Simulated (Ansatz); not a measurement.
Computed with Ansatz 0.2.0, DFT PBE, scalar-relativistic, plane waves, PAW, and for the lanthanide a 4f-in-core norm-conserving potential. All cells share a 660 eV cutoff and Γ-centred k meshes spaced about 0.3 Å⁻¹ or finer (0.25 for metals, 2π included). No spin polarisation.

Temperature and zero-point effects are left out.

Two relaxed structures of KNd₂Sb₃:

A.

```cif
data_structure
_symmetry_space_group_name_H-M 'P6/mmm'
_symmetry_Int_Tables_number 191
_cell_length_a 7.6105
_cell_length_b 7.6105
_cell_length_c 4.5327
_cell_angle_alpha 90.000
_cell_angle_beta 90.000
_cell_angle_gamma 120.000
_cell_volume 227.36
loop_
_atom_site_label
_atom_site_type_symbol
_atom_site_symmetry_multiplicity
_atom_site_Wyckoff_symbol
_atom_site_fract_x
_atom_site_fract_y
_atom_site_fract_z
_atom_site_occupancy
K1 K 1 b 0.00000 0.00000 0.50000 1
Nd1 Nd 2 c 0.66667 0.33333 0.00000 1
Sb1 Sb 3 g 0.50000 0.50000 0.50000 1
```

B.

```cif
data_structure
_symmetry_space_group_name_H-M 'P-3m1'
_symmetry_Int_Tables_number 164
_cell_length_a 4.4356
_cell_length_b 4.4356
_cell_length_c 12.6692
_cell_angle_alpha 90.000
_cell_angle_beta 90.000
_cell_angle_gamma 120.000
_cell_volume 215.86
loop_
_atom_site_label
_atom_site_type_symbol
_atom_site_symmetry_multiplicity
_atom_site_Wyckoff_symbol
_atom_site_fract_x
_atom_site_fract_y
_atom_site_fract_z
_atom_site_occupancy
K1 K 1 a 0.00000 0.00000 0.00000 1
Nd1 Nd 2 d 0.33333 0.66667 0.65260 1
Sb1 Sb 2 d 0.33333 0.66667 0.19944 1
Sb2 Sb 1 b 0.00000 0.00000 0.50000 1
```

Problem. Which form is favoured at zero pressure, and by what margin per atom?

Solution. A is lower, by 13 meV/atom. A has space group P6/mmm (No. 191), 37.9 Å³/atom and no gap on its mesh; B has K and Nd ordered on rock salt sites, space group P-3m1 (No. 164), 36.0 Å³/atom and no gap. The lower one is the more open, so pressure narrows the difference. In A, around K lie 6 Sb at 3.81 Å; around Nd lie 6 Sb at 3.16 Å; Sb has 4 Nd at 3.16 Å, 2 K at 3.81 Å and 4 Sb at 3.81 Å. In B, around K lie 6 Sb at 3.60 Å; Nd is surrounded by 6 Sb at 3.17–3.21 Å; Sb on a site of symmetry 3m has 3 Nd at 3.17 Å and 3 K at 3.60 Å; 1 more site not described. Both come from trial cells of a structure search, whose lowest cell (P-6m2, 37.7 Å³/atom) lies 54 meV/atom below the lower of the two.

For metals, differences of a few meV/atom aren't resolved. These runs have no spin–orbit coupling, which can matter for Sb. Cells relaxed within their symmetry can be saddle points. Some types were kept out of the candidates beforehand, so the set may lack a known form.

The lanthanide is trivalent by construction, without f bands, f moments or other valences.
